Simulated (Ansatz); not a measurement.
## Si (I4_1/amd), a film clamped to a substrate

All numbers below come from DFT LDA, scalar-relativistic, plane waves, PAW in Ansatz 0.2.0. Settings: plane waves to 420 eV, k-mesh 26×26×26 (Γ-centred), Gaussian smearing 0.15 eV. No spin polarisation. Energies are free energies at this smearing, counted from the undisturbed cell; pressure is positive in compression.

Zero of the scan (relaxed at this level; with this scan's settings it stands at -0.1 GPa; this form isn't the usual structure):

```yaml
crystal:
  lattice:
    - [-2.38242, 2.38242, 1.30530]
    - [2.38242, -2.38242, 1.30530]
    - [2.38242, 2.38242, -1.30530]
  atoms:
    - { symbol: Si, position: [0.25000, 0.75000, 0.50000] }
    - { symbol: Si, position: [0.50000, 0.50000, 0.00000] }
```

The cell (2 atoms, V0 = 29.64 Å³) is strained by p along both x and y and by q along z, fractional coordinates fixed. τp = (1/V0) ∂E/∂p = (σxx + σyy)(1 + p)(1 + q) and τq = (1/V0) ∂E/∂q = σzz(1 + p)², with tension positive.

```
     p q  ΔE (meV/atom)  τp (GPa)  τq (GPa)
 0.000   0.000           0.00      0.49     -0.30
-0.025   0.000          17.05    -16.02     -4.26
 0.025   0.000          15.86     12.67      3.72
 0.000  -0.025           5.86     -3.91     -4.95
 0.000   0.025           3.93      4.12      3.60
```

Get the second derivatives of the energy density.

Central differences give A = ∂τp/∂p = 574 GPa (C11 + C22 + 2 C12), C = ∂τq/∂q = 171 GPa (C33) and the cross term B = ∂τq/∂p = 160 GPa (C13 + C23); ∂τp/∂q = 161 GPa must equal B, and any difference shows higher-order terms. The ions are clamped.

A film of this crystal grows with z along the normal on a substrate that imposes p. How does its thickness respond, and what does the misfit cost?

Count p and q from the stress-free cell. A free surface needs τq = 0, so q = −(B/C) p = -0.93 p. The energy density left is (A − B²/C) p²/2 = M p², with the biaxial modulus M = 212 GPa; a misfit of 1 % costs 1.96 meV/atom, against 2.65 meV/atom if the thickness were held.

At p = 0.050 the energies along q are 50.7 (q = -0.050), 47.5 (q = -0.025), 57.0 (q = 0.000), 76.9 (q = 0.025), 103.4 (q = 0.050) meV/atom.

Does the linear rule hold at this misfit?

A parabola through the lowest point and its neighbours has its minimum at q = -0.031, 47.1 meV/atom. With the stress left in the starting cell, τp0 and τq0, linear elasticity gives q = −(τq0 + Bp)/C = -0.045 and E = V0(τp0 p + τq0 q + Ap²/2 + Bpq + Cq²/2)/N = 52.6 meV/atom. The energies differ by more than a tenth, so the quadratic law fails here: the gap holds the anharmonic part, with some error from the wide steps. Cubic terms also shift the vertex of so wide a parabola.

In a metal these slopes depend on the k mesh and the smearing.